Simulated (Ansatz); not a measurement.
## Ta4O: rattling a relaxed structure

The cell was found from a structure generator's guess, not taken from experiment.

All numbers below come from Ansatz, DFT PBE, scalar-relativistic, plane waves, PAW. Cutoff 420 eV; k points 12×12×10 on the computed 5-atom cell (Γ-centred); Gaussian smearing, width 0.10 eV; no spin polarisation.

The cell below (5 atoms, space group P6/mmm (No. 191)) is relaxed within its symmetry.

```
Ta O
1.0
     5.37328    0.00000    0.00000
    -2.68664    4.65340    0.00000
     0.00000    0.00000    3.78408
Ta O
4 1
Cartesian
  2.6866 0.0000 1.8920
  -1.3433 2.3267 1.8920
  1.3433 2.3267 1.8920
  0.0000 0.0000 0.0000
  0.0000 0.0000 1.8920
```

For the test a repeat of it with 10 atoms (edges 3.78, 5.37, 9.31 Å) was strained at random (σ = 1.5 % a component), the atoms were moved at random (σ = 0.10 Å), and all was relaxed again on a coarse 6×4×4 mesh (in the run’s order of axes) with 0.20 eV smearing, with no symmetry imposed.

Spin–orbit coupling, which can matter for Ta, is left out.

Q: Does it come back?

A: It doesn't return. The energy falls by 1237 meV/atom on that mesh, the volume changes by -16.9 %, and the end has space group C2/m (No. 12) at a loose tolerance. Relaxed again on an 8×8×14 mesh with 0.10 eV smearing, the new structure lies 1224 meV/atom below the first (mesh in the axes of the run's cell; the cell below is made exact in the group named). Space group C2/m (No. 12), monoclinic, a = 5.911 Å, b = 9.353 Å, c = 2.914 Å, β = 102.5°. Around Ta on a site of symmetry 2 lie 1 O at 2.30 Å, 6 Ta at 2.84–2.96 Å, 4 Ta at 3.14–3.20 Å, 2 Ta at 3.38 Å and 2 Ta at 3.67 Å; Ta on a site of symmetry m has 2 O at 2.13–2.22 Å, 5 Ta at 2.78–2.91 Å and 8 Ta at 3.09–3.38 Å; O has 6 Ta at 2.13–2.30 Å.

```cif
data_structure
_symmetry_space_group_name_H-M 'P 1'
_symmetry_Int_Tables_number 1
_cell_length_a 5.5321
_cell_length_b 5.5321
_cell_length_c 2.9138
_cell_angle_alpha 96.641
_cell_angle_beta 96.641
_cell_angle_gamma 115.414
_cell_volume 78.63
loop_
_atom_site_label
_atom_site_type_symbol
_atom_site_fract_x
_atom_site_fract_y
_atom_site_fract_z
_atom_site_occupancy
Ta1 Ta 0.25434 0.74566 0.00000 1
Ta2 Ta 0.78026 0.78026 0.60067 1
Ta3 Ta 0.74566 0.25434 0.00000 1
Ta4 Ta 0.21974 0.21974 0.39933 1
O1 O 0.50000 0.50000 0.00000 1
```
